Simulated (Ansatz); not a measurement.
KZnF3:
```cif
data_F3KZn
_chemical_formula_sum 'K1 Zn1 F3'
_space_group_name_H-M_alt 'P 1'
_space_group_IT_number 1
_cell_length_a 4.12756
_cell_length_b 4.12756
_cell_length_c 4.12756
_cell_angle_alpha 90.000
_cell_angle_beta 90.000
_cell_angle_gamma 90.000
loop_
_space_group_symop_operation_xyz
  'x, y, z'
loop_
_atom_site_label
_atom_site_type_symbol
_atom_site_fract_x
_atom_site_fract_y
_atom_site_fract_z
_atom_site_occupancy
K1 K 0.00000 0.00000 0.00000 1
Zn1 Zn 0.50000 0.50000 0.50000 1
F1 F 0.50000 0.50000 0.00000 1
F2 F 0.00000 0.50000 0.50000 1
F3 F 0.50000 0.00000 0.50000 1
```

Relaxed with PBE.

Give the optical modes at the zone centre with their infrared and Raman activity from DFPT, plane-wave PAW PBE (Ansatz code).

Transverse frequencies, without the LO–TO term; a row sums one degenerate level.

| ω (cm⁻¹) | degeneracy | IR ((D/Å)²/amu) | Raman (Å⁴/amu) | activity | symmetry |
|---|---|---|---|---|---|
| 114 | 3 | 4.82 | 0 | IR | T1u |
| 144 | 3 | 0.00 | 0 | silent | T2u |
| 173 | 3 | 11.42 | 0 | IR | T1u |
| 376 | 3 | 9.12 | 0 | IR | T1u |

How high does the top mode go among those that the LO–TO term moves?

452 cm⁻¹ for q along x.

Space group Pm-3m (cubic perovskite). The PBE relaxation kept the symmetry of its start; phonons on a q-mesh show no instability.

Potentials: the later of the program's two PAW sets.
